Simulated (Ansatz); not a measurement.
Ru (hcp, Mg type) is sheared across one (0001) plane: the third cell vector gains the shift, so faults repeat every 12.9 Å. The cut lies between planes 2.15 Å apart; the cell height is held.

```xyz
6
Lattice="2.7222 0.0000 0.0000 1.3611 2.3575 0.0000 0.0000 0.0000 12.8725" Properties=species:S:1:pos:R:3 pbc="T T T"
Ru     1.3611     0.7858     1.0727
Ru     1.3611     0.7858     5.3635
Ru     1.3611     0.7858     9.6544
Ru     2.7222     1.5716    11.7998
Ru     2.7222     1.5716     3.2181
Ru     2.7222     1.5716     7.5090
```

In-plane vectors a = (2.722, 0.000) Å, b = (1.361, 2.357) Å, area 6.42 Å². The shift is s times the vector a + b (length 4.715 Å), so s = 1 restores the start. Atoms relax along the normal only. γ = [E(shift) − E(0)] / area.

Method: PBE (plane waves to 420 eV, PAW, scalar-relativistic; Ansatz, an electronic-structure program). k mesh 16×16×3 (Γ-centred), Fermi-Dirac smearing 0.05 eV. E is the zero-smearing estimate. Some relaxations began with atoms very close together and may have settled on another branch. With partly filled bands, the k mesh leaves noise in γ, roughly 0.02 J/m² as judged from a few cases. Faults lie only 12.9 Å apart, and holding the cell height raises γ above its relaxed value. Ru is run without spin polarisation. Ru was relaxed with its symmetry unable to fall. The zero of γ is zero shift. The last digit holds for this mesh only.

```csv
s,γ (J/m²)
0.000,0.00
0.083,0.60
0.167,withheld
0.250,1.98
0.333,2.11
0.417,1.96
0.500,withheld
0.583,0.95
0.667,0.66
0.750,0.86
0.833,0.96
0.917,0.48
```

Task: Fit a Fourier form (three harmonics of 1 − cos and sin) to the given rows and predict γ at s = 0.500.

Result: Least squares on the 10 given rows: γ = (0.574)·[1 − cos(2πs)] + (0.570)·sin(2πs) + (0.323)·[1 − cos(4πs)] + (-0.258)·sin(4πs) + (0.236)·[1 − cos(6πs)], in J/m²; root-mean-square residual 0.039 J/m². At 0.500 the fit gives 1.62 J/m²; the calculation gives 1.52 J/m², so the interpolation is off by 0.10 (+6.6 %). 

(The slope of γ gives the shear force per area between the displaced halves; near zero shift its curvature is an elastic stiffness.)
